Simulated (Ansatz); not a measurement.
## Pb: from a starting cell to a relaxed one

The start is a generated cell, Pb built in the fcc structure type. Cell shape, volume and atoms are optimised at zero target pressure with r2SCAN (plane waves to 500 eV, PAW, scalar-relativistic; Ansatz, a quantum-chemistry and plane-wave program). The first steps use a coarse 11×11×11 k-mesh.

Initial structure:
```
CELL_PARAMETERS angstrom
      0.00000     2.47500     2.47500
      2.47500     0.00000     2.47500
      2.47500     2.47500     0.00000
ATOMIC_POSITIONS crystal
  Pb 0.00000 0.00000 0.00000
```

| Item | Result |
|---|---|
| Outcome | The space group stays Fm-3m (No. 225) (the run could not lower it); the end is fcc (Cu type), with 1 atom in the primitive cell |
| Energy released | under 0.01 eV/atom |
| Volume change | +2.5 %, from 30.32 to 31.08 Å³/atom |
| Band gap at the end | zero (metallic) |
| Optimiser moves | 3 |

The end point of the relaxation:

```cif
data_Pb4
_chemical_formula_sum 'Pb4'
_space_group_name_H-M_alt 'Fm-3m'
_space_group_IT_number 225
_space_group_name_Hall '-F 4 2 3'
_cell_length_a 4.99091
_cell_length_b 4.99091
_cell_length_c 4.99091
_cell_angle_alpha 90.000
_cell_angle_beta 90.000
_cell_angle_gamma 90.000
loop_
_atom_site_label
_atom_site_type_symbol
_atom_site_symmetry_multiplicity
_atom_site_Wyckoff_symbol
_atom_site_fract_x
_atom_site_fract_y
_atom_site_fract_z
_atom_site_occupancy
Pb1 Pb 4 a 0.00000 0.00000 0.00000 1
```
(The calculation used a cell of 1 atom; values per cell refer to that cell.)

Final values are on a 16×16×16 k-mesh of the relaxed cell. No spin polarisation in the result.

The run could not lose the symmetry of its start.
